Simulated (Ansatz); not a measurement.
NbCuN₂:
```xyz
4
Lattice="1.5607 0.9011 5.7667 -1.5607 0.9011 5.7667 0.0000 -1.8021 5.7667" Properties=species:S:1:pos:R:3 pbc="T T T"
Nb     0.0000     0.0000     8.6500
Cu     0.0000     0.0000     0.0000
N      0.0000     0.0000     1.8217
N      0.0000     0.0000    15.4784
```

Relaxed with PBEsol. Special points in fractions of this cell's reciprocal vectors: Γ (0.000, 0.000, 0.000); T (0.500, 0.500, 0.500); H2 (0.817, 0.183, 0.500); H0 (0.500, -0.183, 0.183); L (0.500, 0.000, 0.000); S0 (0.341, -0.341, 0.000); S2 (0.659, 0.000, 0.341); F (0.500, 0.000, 0.500).

List the band energies nearest the valence-band maximum at these points for PBEsol in the plane-wave PAW code Ansatz.

In eV from the valence-band maximum; about four levels below and three above (degenerate sets whole), none deeper than 8.9 eV; points with the same levels are listed once.

```
k                     below           above
--  -----------------------  --------------
Γ   -1.99 -1.99 -1.04 -1.04  0.71 0.71 1.19
T     -2.12 -2.12 0.00 0.00  0.65 0.65 2.71
H2  -1.99 -1.63 -1.00 -0.73  1.00 2.57 2.80
L   -1.63 -1.03 -0.55 -0.45  0.14 2.59 2.85
S0  -2.00 -1.67 -0.94 -0.73  0.98 2.64 2.79
F   -1.91 -1.77 -1.63 -0.99  0.97 2.59 2.84
```

Space group R-3m. The start of the workflow was typed in or built on a structure type; neither database checked (COD, Materials Project) lists it. Whether it is the stable phase at ambient conditions was not checked. The cell was relaxed with PBEsol under the symmetry of its start; whether a distortion lowers the energy is not shown. The workflow began spin-polarised and lost its moments. Scalar-relativistic: spin–orbit coupling is off unless named, which matters more the heavier the elements.

Potentials: the earlier of the program's two PAW sets. The files were generated under PBE; for other functionals the program regenerates the frozen cores, and for LDA and PBEsol the local potential too.
